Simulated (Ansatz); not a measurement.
**VBiO4, first-principles data**

VBiO$_{4}$:
```
VBiO4
1.0
    3.75766     2.61050     0.00000
   -3.75766     2.61050     0.00000
   -2.88669     0.00000     4.24718
V Bi O
1 1 4
Direct
  0.36390   0.36390   0.00000
  0.90677   0.90677   0.50000
  0.05317   0.32435   0.65537
  0.74340   0.35844   0.02828
  0.35844   0.74340   0.97172
  0.32435   0.05317   0.34463
```

Space group C2 (No. 5); conventional cell a = 7.5153 Å, b = 5.2210 Å, c = 5.1353 Å, α = 90.00°, β = 124.20°, γ = 90.00°.

Method: LDA (plane waves, PAW; program Ansatz). Geometry: relaxed at this level of theory. Other levels are named where they apply.

**Cell and energy**

```
Quantity                                                             Result
-----------------------------------------------------  --------------------
Volume per atom                                                    13.89 Å³
Density                                                          6.46 g/cm³
Formation energy from the elements (no fitted shifts)  -190 kJ/mol of atoms
```

**Electronic structure**

```
Item                                                                                                       Value
----------------------------------------  ----------------------------------------------------------------------
Band gap                                                                                      2.72 eV (indirect)
Valence-band maximum                      at Y2 (k = 0.500, 0.500, 0.000 in fractions of the reciprocal vectors)
Conduction-band minimum                   at M2 (k = 0.500, 0.500, 0.500 in fractions of the reciprocal vectors)
Smallest direct gap on the standard path                                                                 2.81 eV
Electron effective mass                                                     0.71, 1.4, 3.1 mₑ (principal values)
Hole effective mass                                                          1.4, 1.9, 9.4 mₑ (principal values)
```

**Dielectric response**

```
Quantity                                                                                 Result
--------------------------------------------------------  -------------------------------------
Electronic dielectric constant ε∞ (DFPT)                        5.80 (xx), 4.91 (yy), 5.60 (zz)
Static dielectric constant ε0 (ions relaxed, cell fixed)        24.8 (xx), 11.1 (yy), 26.4 (zz)
Born charges (a third of the trace)                       V +4.05, Bi +5.04, O -2.34 to -2.21 e
```

**Phonons**

```
Quantity                                                            Result
--------------------------------------------------  ----------------------
Highest zone-centre frequency (without LO–TO term)               846 cm^-1
Zone-centre stability                               no imaginary mode at Γ
```

The workflow started from a Materials Project entry (that database holds measured and hypothetical structures alike); the Crystallography Open Database copy checked does not list it. It is not the phase usual at ambient conditions (space group No. 88). Symmetry was held in the LDA relaxation. The run is not spin-polarised. No Hubbard U is applied. The references are the lowest solids computed at this level, not always the standard phases (solids in place of the gases). Spin–orbit coupling is left out wherever it is not named.

Potentials: the later of the program's two PAW sets.
